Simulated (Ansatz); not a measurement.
Geometry optimisation in Ansatz: input, command and trajectory.

```yaml
crystal:
  lattice:
    - [-3.97800426, 3.97800426, -3.97800426]
    - [3.97800426, 3.97800426, 3.97800426]
    - [3.97800426, -3.97800426, -3.97800426]
  atoms:
    - { symbol: Si, position: [0.2497655861, 0.9909568647, 0.750571271] }
    - { symbol: Si, position: [0.9980442255, 0.2478366014, 0.7477451376] }
    - { symbol: Si, position: [0.7492816627, 0.4948965929, 0.744852575] }
    - { symbol: Si, position: [0.7531163379, 0.7524612217, 0.5016933968] }
    - { symbol: Si, position: [0.9929437525, 0.0022772152, 0.0020345084] }
    - { symbol: Si, position: [0.0025012863, 0.7528330665, 0.2503300938] }
    - { symbol: Si, position: [0.5030460921, 0.5046742938, 0.0042508475] }
    - { symbol: Si, position: [0.2488229177, 0.7539401606, 0.0045695444] }
    - { symbol: Ti, position: [0.7545853878, 0.0038778838, 0.2560379842] }
    - { symbol: Ti, position: [0.2456396997, 0.4971136546, 0.2478049874] }
    - { symbol: Cu, position: [0.5001176992, 0.9972485585, 0.4977916858] }
    - { symbol: Cu, position: [0.9982342143, 0.5045896952, 0.5050854028] }
    - { symbol: Cu, position: [0.4949251232, 0.2473407212, 0.2498198116] }
    - { symbol: Ga, position: [0.2499356388, 0.2515332615, 0.4998077475] }
    - { symbol: Ga, position: [0.5032125088, 0.7512668292, 0.7515814878] }
    - { symbol: Ga, position: [0.7487896974, 0.2501803594, 0.000179536] }
  symmetry: { detect: false }
basis:
  ecutwfc: 420
kpoints:
  mp_grid: { grid: [3, 3, 3], shift: [0.0, 0.0, 0.0] }
hamiltonian:
  xc: pbe
scf:
  occupations: { method: gaussian, width: 0.1 }
  lower_state_search: "off"
output:
  forces: true
  stress: true
  eigenvalues: true
relax:
  adjacent_minimum: "off"
  f_tol: 0.04
  max_steps: 50
  cell: { stress_tol: 0.3 }
```

```bash
ansatz run input.yaml --threads 4 --pin off --max-ram 9216MiB --backend cpu --events-out ev --progress --plain --runs-dir out
```

Theory: DFT PBE, scalar-relativistic, plane waves, PAW in Ansatz 0.2.0.

Of 15 frames 10 are shown, positions in Å and forces in eV/Å; the SCF threshold varies from step to step. Steps run on the plane waves of an earlier cell, with a Pulay correction in the pressure. The basis is chosen afresh for the last frame, the zero of the energies, and at times for earlier ones too; energy and pressure can step there, also at an unchanged geometry. Where two frames share a geometry here, they differ by under 2 meV/atom and 0.3 GPa. The mark taken_back stands on steps that the optimiser undid.

```xyz
16
Lattice="-3.9780 3.9780 -3.9780 3.9780 3.9780 3.9780 3.9780 -3.9780 -3.9780" Properties=species:S:1:pos:R:3:forces:R:3 pbc="T T T" step=1 free_energy_over_end_meV_per_atom=115.12 pressure_GPa=-7.84
Si    5.9342    1.9498   -0.0373    0.0334   -0.0262   -0.1054
Si   -0.0098    1.9816   -5.9589    0.0044    0.0474    0.0747
Si    1.9511    1.9863   -3.9750   -0.8419   -0.0040    0.2881
Si    1.9931    3.9935   -1.9983   -0.0017   -0.2684    0.1008
Si   -3.9328    3.9509   -3.9490   -0.2010    0.3555   -0.4359
Si    3.9806    2.0089    1.9890    0.0099   -0.0523   -0.0546
Si    0.0234    3.9918   -0.0104    0.2326   -0.3108   -0.2656
Si    2.0275    3.9708    1.9912    0.6167    0.1600   -0.0782
Ti   -1.9678    1.9987   -4.0048   -0.8071   -0.4623   -0.6787
Ti    1.9861    1.9689    0.0146   -0.3216    0.5325    0.8094
Cu    3.9578    3.9763   -0.0026    0.2949    0.1304    0.1042
Cu    0.0455    3.9690   -3.9730    0.4679   -0.0881    0.0650
Cu    0.0089    1.9590   -1.9787   -0.0111    0.0560   -0.0165
Ga    1.9946    0.0066   -1.9819   -0.0156    0.2018   -0.1868
Ga    3.9766    2.0005   -2.0030   -0.1058   -0.1051    0.2109
Ga   -1.9828    3.9732   -1.9842    0.6459   -0.1664    0.1684
16
Lattice="-4.0016 3.7599 -3.8864 4.0182 3.7686 3.8785 3.9129 -3.7519 -3.7897" Properties=species:S:1:pos:R:3:forces:R:3 pbc="T T T" step=3 free_energy_over_end_meV_per_atom=34.01 pressure_GPa=0.62
Si    5.9306    1.8697    0.0541   -0.2069    0.0628    0.1544
Si   -0.1058    1.8923   -5.7261   -0.0404   -0.0005   -0.0350
Si    1.7120    1.8858   -3.7823   -0.1476    0.0202   -0.0505
Si    1.9938    3.6946   -1.9278    0.1144   -0.0220   -0.0702
Si   -4.0271    3.8023   -3.9200    0.0147   -0.0530    0.0492
Si    3.9819    1.8804    1.9356   -0.0815   -0.0209   -0.0486
Si    0.0152    3.7022   -0.0432   -0.0846    0.0217    0.0565
Si    2.2111    3.8337    1.9630    0.1424   -0.0026    0.0062
Ti   -2.1446    1.7995   -4.0021    0.0345    0.0223    0.0756
Ti    1.9462    1.9663    0.1705   -0.0554   -0.0282   -0.0342
Cu    4.0649    3.7972    0.0391    0.1126   -0.0186   -0.0262
Cu    0.0839    3.7522   -3.8463    0.0107    0.0347   -0.0185
Cu   -0.0098    1.8879   -1.9149    0.0187    0.0009    0.0399
Ga    1.9730    0.0735   -1.9014    0.1273   -0.0226   -0.0029
Ga    3.9374    1.8800   -1.8527    0.0225    0.0035   -0.0470
Ga   -1.8585    3.6896   -1.9481    0.0186    0.0023   -0.0488
16
Lattice="-4.0447 3.7768 -3.8627 4.0734 3.7993 3.8565 3.9407 -3.7707 -3.7525" Properties=species:S:1:pos:R:3:forces:R:3 pbc="T T T" step=4 free_energy_over_end_meV_per_atom=31.11 pressure_GPa=-0.12
Si    5.9488    1.9022    0.0990   -0.1640    0.0485    0.1415
Si   -0.1347    1.9022   -5.6906   -0.0301   -0.0250   -0.0553
Si    1.6691    1.9025   -3.7603   -0.0091    0.0444   -0.0955
Si    2.0406    3.7098   -1.9236    0.0965   -0.0355    0.0072
Si   -4.0678    3.8154   -3.8885    0.0552   -0.0192   -0.0048
Si    4.0091    1.8903    1.9275   -0.0479   -0.0021    0.0290
Si    0.0053    3.7262   -0.0370    0.0521    0.0208   -0.0150
Si    2.2962    3.8747    1.9627    0.0936   -0.0186   -0.0553
Ti   -2.1683    1.7944   -3.9722   -0.0191   -0.0480    0.0074
Ti    1.9604    1.9906    0.1700   -0.0022    0.0355    0.0049
Cu    4.1436    3.8254    0.0430   -0.0374   -0.0580   -0.0169
Cu    0.0928    3.7823   -3.8221   -0.0611    0.0461    0.0146
Cu   -0.0031    1.9018   -1.8879   -0.0178   -0.0103    0.0517
Ga    2.0106    0.0820   -1.8760    0.0844    0.0125    0.0259
Ga    3.9855    1.8944   -1.8386   -0.0336    0.0003   -0.0208
Ga   -1.8628    3.6996   -1.9469    0.0401    0.0085   -0.0187
16
Lattice="-4.0978 3.7869 -3.8136 4.1385 3.8178 3.8037 4.0071 -3.7770 -3.7130" Properties=species:S:1:pos:R:3:forces:R:3 pbc="T T T" step=6 free_energy_over_end_meV_per_atom=20.20 pressure_GPa=-0.04
Si    5.7797    1.8701    0.3521    0.0104   -0.0956    0.2999
Si   -0.2078    1.9162   -5.7217    0.0959   -0.0447    0.0144
Si    1.6050    1.9909   -3.9310   -0.0461    0.0367   -0.2210
Si    2.2494    3.6252   -1.9068   -0.1010   -0.0007   -0.0205
Si   -4.0461    3.8540   -3.8549   -0.0431   -0.0420   -0.0053
Si    3.9194    1.8849    2.0561   -0.0470    0.0579    0.1766
Si    0.0631    3.7305   -0.0708    0.0309   -0.0065    0.0181
Si    2.4956    4.0001    1.9097   -0.0894    0.0903   -0.0218
Ti   -2.1890    1.7908   -3.9674   -0.0622   -0.0290   -0.0111
Ti    2.0026    2.0039    0.2077   -0.0225    0.1134   -0.0755
Cu    4.2010    3.8494   -0.0029    0.0738    0.0859   -0.0203
Cu   -0.0078    3.8172   -3.7623   -0.0439   -0.0672    0.0125
Cu    0.1023    1.9209   -1.8735    0.1382   -0.0084   -0.1354
Ga    2.1360    0.1696   -1.8926   -0.1192    0.0148   -0.0873
Ga    4.1231    1.8673   -1.8472    0.1999    0.0060    0.0289
Ga   -1.8577    3.6023   -1.8792    0.0255   -0.1110    0.0479
16
Lattice="-4.1197 3.7885 -3.7939 4.1675 3.8274 3.7850 4.0240 -3.7796 -3.6894" Properties=species:S:1:pos:R:3:forces:R:3 pbc="T T T" step=7 free_energy_over_end_meV_per_atom=12.08 pressure_GPa=0.28
Si    5.7175    1.8345    0.5071    0.0378   -0.0496    0.2452
Si   -0.2287    1.9158   -5.7210    0.0945   -0.0390    0.0281
Si    1.5750    2.0293   -4.0286   -0.0809    0.0485   -0.2069
Si    2.3117    3.5870   -1.8996   -0.1305    0.0578   -0.0307
Si   -4.0530    3.8682   -3.8424   -0.0651   -0.0524    0.0060
Si    3.8642    1.8958    2.1341   -0.0144    0.0734    0.2096
Si    0.0909    3.7302   -0.0781   -0.0094   -0.0128    0.0498
Si    2.5547    4.0701    1.8879   -0.0617    0.0682   -0.0637
Ti   -2.2088    1.7908   -3.9731   -0.1283   -0.0098   -0.0310
Ti    2.0224    2.0161    0.2215    0.0072    0.0721   -0.0763
Cu    4.2346    3.8688   -0.0173    0.0879    0.0902   -0.0220
Cu   -0.0553    3.8205   -3.7386   -0.0509   -0.0902   -0.0068
Cu    0.1615    1.9268   -1.8863    0.1967   -0.0025   -0.1836
Ga    2.1763    0.2098   -1.9058   -0.1529   -0.0287   -0.1087
Ga    4.1898    1.8609   -1.8294    0.2792    0.0063    0.1552
Ga   -1.8469    3.5451   -1.8457   -0.0092   -0.1315    0.0358
16
Lattice="-4.1759 3.8032 -3.8027 4.2528 3.8882 3.8108 4.0241 -3.8113 -3.6590" Properties=species:S:1:pos:R:3:forces:R:3 pbc="T T T" step=9 free_energy_over_end_meV_per_atom=1.78 pressure_GPa=0.02
Si    5.6113    1.8299    0.8265    0.1163   -0.0283   -0.3718
Si   -0.3193    1.8949   -5.7790   -0.0398    0.0410    0.0653
Si    1.4533    2.1347   -4.2343    0.0789    0.0287    0.0689
Si    2.3771    3.5776   -1.8736   -0.0329    0.0814   -0.0602
Si   -4.1367    3.9041   -3.8446   -0.0443   -0.1251   -0.0824
Si    3.8083    1.9406    2.3497   -0.2702   -0.0245    0.1914
Si    0.1208    3.7396   -0.0494   -0.0832    0.0620   -0.0520
Si    2.7430    4.2264    1.8236   -0.0261   -0.1360    0.0768
Ti   -2.3206    1.7899   -4.0171    0.0846   -0.0042    0.0391
Ti    2.0846    2.0549    0.2422    0.0769    0.0107    0.0449
Cu    4.3406    3.9802   -0.0400   -0.0100   -0.0188   -0.0449
Cu   -0.1700    3.8199   -3.7289   -0.0673    0.0746    0.0523
Cu    0.3310    1.9547   -1.9703    0.1361    0.0476   -0.0805
Ga    2.2112    0.2537   -1.9480    0.0158   -0.0442   -0.0063
Ga    4.3518    1.8647   -1.6638    0.0464   -0.0518    0.1314
Ga   -1.8031    3.4321   -1.7985    0.0189    0.0871    0.0280
16
Lattice="-4.1639 3.8182 -3.8083 4.2362 3.8880 3.8057 4.0170 -3.8156 -3.6588" Properties=species:S:1:pos:R:3:forces:R:3 pbc="T T T" step=10 free_energy_over_end_meV_per_atom=0.60 pressure_GPa=0.17
Si    5.5543    1.8330    0.7896    0.0854    0.0232   -0.1340
Si   -0.3105    1.9016   -5.7895    0.0024   -0.0599    0.0401
Si    1.4387    2.1982   -4.2283    0.0519   -0.0221    0.0247
Si    2.3777    3.5978   -1.9197   -0.0309    0.0385    0.0867
Si   -4.1169    3.8950   -3.8570    0.0260    0.0280   -0.0216
Si    3.7746    1.9091    2.3712   -0.1420   -0.0057    0.0826
Si    0.0930    3.7373   -0.0453    0.0334    0.0714   -0.0730
Si    2.7524    4.2323    1.8207    0.0299   -0.0777    0.0077
Ti   -2.3116    1.7782   -4.0203    0.0342   -0.0362   -0.0577
Ti    2.0977    2.1081    0.2316    0.0106   -0.0613    0.0607
Cu    4.3416    4.0015   -0.0655    0.0078   -0.0027   -0.0289
Cu   -0.2281    3.8467   -3.6987    0.0448    0.0430   -0.1057
Cu    0.3833    1.9581   -1.9780    0.0129    0.0202   -0.0824
Ga    2.2117    0.2193   -1.9351   -0.0401    0.0075   -0.0036
Ga    4.3472    1.8476   -1.6550    0.0246    0.0326    0.0642
Ga   -1.7898    3.4409   -1.8158   -0.1507    0.0014    0.1402
16
Lattice="-4.1292 3.7880 -3.8160 4.2563 3.8871 3.7880 4.0122 -3.7600 -3.6709" Properties=species:S:1:pos:R:3:forces:R:3 pbc="T T T" step=12 free_energy_over_end_meV_per_atom=0.73 pressure_GPa=-0.04 taken_back
Si    5.6041    1.8327    0.7527    0.0103   -0.0073    0.0011
Si   -0.2478    1.9353   -5.7764   -0.0529   -0.0821    0.0060
Si    1.5006    2.2179   -4.2009    0.0019   -0.0321    0.0272
Si    2.4146    3.5832   -1.9256    0.0642    0.0778    0.0036
Si   -4.0912    3.8905   -3.8677   -0.0045   -0.0346    0.0159
Si    3.7839    1.9290    2.3419   -0.0388   -0.0230    0.0011
Si    0.1339    3.7453   -0.0681   -0.0089   -0.0775    0.0126
Si    2.8010    4.2121    1.7781   -0.0105    0.0498   -0.0277
Ti   -2.2876    1.7787   -4.0434   -0.0232   -0.0044    0.0727
Ti    2.0973    2.0802    0.2320    0.0461    0.0636   -0.1083
Cu    4.3718    4.0209   -0.1252   -0.0018    0.0217    0.0482
Cu   -0.2112    3.8491   -3.7399    0.0103   -0.0813    0.0373
Cu    0.3827    1.9752   -1.9908    0.0051   -0.0097   -0.0384
Ga    2.2097    0.2379   -1.9884   -0.0108    0.0404    0.0375
Ga    4.3914    1.8497   -1.6582    0.0109    0.0384   -0.0629
Ga   -1.7943    3.4229   -1.7990    0.0026    0.0603   -0.0260
16
Lattice="-4.1574 3.8073 -3.8075 4.2420 3.8928 3.8085 4.0169 -3.8082 -3.6679" Properties=species:S:1:pos:R:3:forces:R:3 pbc="T T T" step=13 free_energy_over_end_meV_per_atom=-0.16 pressure_GPa=-0.04
Si    5.5751    1.8388    0.7736   -0.0109    0.0013    0.0049
Si   -0.2949    1.8906   -5.7824    0.0196    0.0069    0.0025
Si    1.4561    2.1911   -4.2132   -0.0252    0.0242    0.0144
Si    2.3869    3.6021   -1.9083   -0.0040    0.0127    0.0256
Si   -4.1081    3.8892   -3.8590    0.0018    0.0168   -0.0008
Si    3.7687    1.9144    2.3732    0.0418   -0.0024   -0.0181
Si    0.1063    3.7380   -0.0506    0.0073   -0.0094   -0.0013
Si    2.7674    4.2224    1.8166   -0.0076   -0.0095   -0.0037
Ti   -2.3069    1.7726   -4.0251   -0.0016   -0.0055   -0.0122
Ti    2.0994    2.0954    0.2341   -0.0046   -0.0138    0.0091
Cu    4.3465    4.0071   -0.0736   -0.0036   -0.0033   -0.0023
Cu   -0.2217    3.8442   -3.7159    0.0122   -0.0042   -0.0057
Cu    0.3818    1.9646   -1.9895   -0.0090    0.0116   -0.0215
Ga    2.2093    0.2239   -1.9499    0.0026   -0.0109    0.0023
Ga    4.3595    1.8529   -1.6520   -0.0073   -0.0087   -0.0079
Ga   -1.8056    3.4425   -1.7992   -0.0118   -0.0058    0.0146
16
Lattice="-4.1512 3.8011 -3.8128 4.2418 3.8888 3.8099 4.0113 -3.7982 -3.6699" Properties=species:S:1:pos:R:3:forces:R:3 pbc="T T T" step=15 free_energy_over_end_meV_per_atom=0.00 pressure_GPa=0.03
Si    5.5781    1.8360    0.7687   -0.0046    0.0056   -0.0002
Si   -0.2849    1.8948   -5.7815    0.0025   -0.0050    0.0036
Si    1.4627    2.1963   -4.2078    0.0085   -0.0032   -0.0039
Si    2.3895    3.6020   -1.9035    0.0070    0.0090    0.0006
Si   -4.1067    3.8900   -3.8664    0.0031   -0.0077    0.0049
Si    3.7724    1.9143    2.3676   -0.0009   -0.0032    0.0095
Si    0.1106    3.7312   -0.0550   -0.0010    0.0061   -0.0021
Si    2.7643    4.2150    1.8127   -0.0002   -0.0002    0.0050
Ti   -2.3034    1.7731   -4.0299   -0.0031    0.0010    0.0027
Ti    2.0985    2.0870    0.2333   -0.0003   -0.0095   -0.0124
Cu    4.3445    4.0039   -0.0773    0.0036    0.0025    0.0007
Cu   -0.2176    3.8402   -3.7234   -0.0080    0.0004    0.0078
Cu    0.3768    1.9653   -1.9938   -0.0010   -0.0007   -0.0022
Ga    2.2059    0.2234   -1.9536   -0.0013   -0.0010   -0.0048
Ga    4.3555    1.8502   -1.6585   -0.0056   -0.0016   -0.0102
Ga   -1.8067    3.4392   -1.8004    0.0014    0.0074    0.0010
```

Time: 78 s on 4 threads of AMD EPYC 9R45 96-Core Processor (Zen 5) (shared host), peak memory 1.1 GiB.

The k mesh is coarse.